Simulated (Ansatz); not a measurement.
Relaxed-ion elastic tensor of Cu3Au (Cu3Au type, Pm-3m) in GPa (Voigt order), DFT-PBE in the program Ansatz with PAW potentials; density 11.91 g/cm³, 13.51 Å³ per atom.

```json
[
 {"": "1", "1": "180", "2": "123", "3": "123", "4": "0.0", "5": "0.0", "6": "0.0"},
 {"": "2", "1": "123", "2": "180", "3": "123", "4": "0.0", "5": "0.0", "6": "0.0"},
 {"": "3", "1": "123", "2": "123", "3": "180", "4": "0.0", "5": "0.0", "6": "0.0"},
 {"": "4", "1": "0.0", "2": "0.0", "3": "0.0", "4": "64.5", "5": "0.0", "6": "0.0"},
 {"": "5", "1": "0.0", "2": "0.0", "3": "0.0", "4": "0.0", "5": "64.5", "6": "0.0"},
 {"": "6", "1": "0.0", "2": "0.0", "3": "0.0", "4": "0.0", "5": "0.0", "6": "64.5"}
]
```

Task: Is the crystal mechanically stable?

Result: Yes: the smallest eigenvalue of C is 57.0 GPa.

Task: Work out the Voigt, Reuss and Hill averages.

Result: K_V = 142, K_R = 142, K_H = 142; G_V = 50.1, G_R = 42.8, G_H = 46.5 GPa.

Task: Give Young's modulus, Poisson's ratio, Pugh's ratio and the universal anisotropy index.

Result: E = 9KG/(3K + G) = 126 GPa; ν = 0.35; K/G = 3.05 (ductile by the Pugh limit of 1.75); A_U = 5G_V/G_R + K_V/K_R − 6 = 0.85.

Task: Estimate the sound speeds and the Debye temperature.

Result: v_l = √((K + 4G/3)/ρ) = 4140 m/s, v_t = √(G/ρ) = 1980 m/s, mean 2220 m/s; Θ = (h/k)(3n/4πV)^(1/3) v_m = 278 K.

Task: Give the Zener ratio and Young's modulus along [100], [110] and [111].

Result: A = 2C44/(C11 − C12) = 2.26; 1/E = S11 − 2(S11 − S12 − S44/2)Γ with Γ = 0, 1/4, 1/3 gives 80.1, 132, 168 GPa.

Task: Solve the Christoffel equation for the three sound speeds along [100], [110], [111].

Result: Eigenvalues of C_ijkl n_j n_l equal ρv². In km/s, slowest first: [100] 2.33, 2.33, 3.88; [110] 1.55, 2.33, 4.26; [111] 1.84, 1.84, 4.37.

The PBE relaxation kept the symmetry of its start; of distortions, only those at the zone centre were tested. No spin polarisation was allowed. As this level gives no gap, shear constants depend on the k-mesh and smearing (Fermi–Dirac, 0.1 eV here). Scalar-relativistic: spin–orbit coupling is off unless named, which matters more the heavier the elements.

Potentials: the later of the program's two PAW sets.
